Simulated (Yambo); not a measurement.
**NaF: sweep of GW parameters**

G0W0@PBEsol for NaF (rock salt, space group Fm-3m, No. 225) in Yambo. Reference settings: 6×6×6 Γ-centred k mesh, bands 2 to 93 and a 14 Ry block in the screening, 93 bands in G with the Bruneval-Gonze terminator, plasmon pole fitted at 27.2 eV. The PBEsol gap Γ → Γ on this mesh is 6.22 eV; G0W0 gaps are taken between the same points.

| change from the reference | G0W0 gap Γ → Γ (eV) | shift of the valence edge (eV) | rough Yambo cost |
|---|---|---|---|
| reference settings | 10.75 | -3.02 | 1 |
| 33 bands in G | 10.83 | -3.11 | – |
| wavefunctions cut at 25 Ry | 10.74 | -2.85 | about 1/3 |
| no point-group symmetry | 10.76 | -3.02 | about 6× |
| 33 bands in G, no terminator | 10.31 | -2.41 | – |
| no terminator | 10.60 | -2.81 | – |

The reference isn't shown to be the converged limit. Costs are rough (shared machines), scaled to the same edge states, and given only for runs that recompute the screening.

Geometry relaxed with PBEsol; primitive cell a = 3.272 Å, b = 3.272 Å, c = 3.272 Å, α = 60.00°, β = 60.00°, γ = 60.00°.

A shift is the quasiparticle energy of the state minus its PBEsol energy.
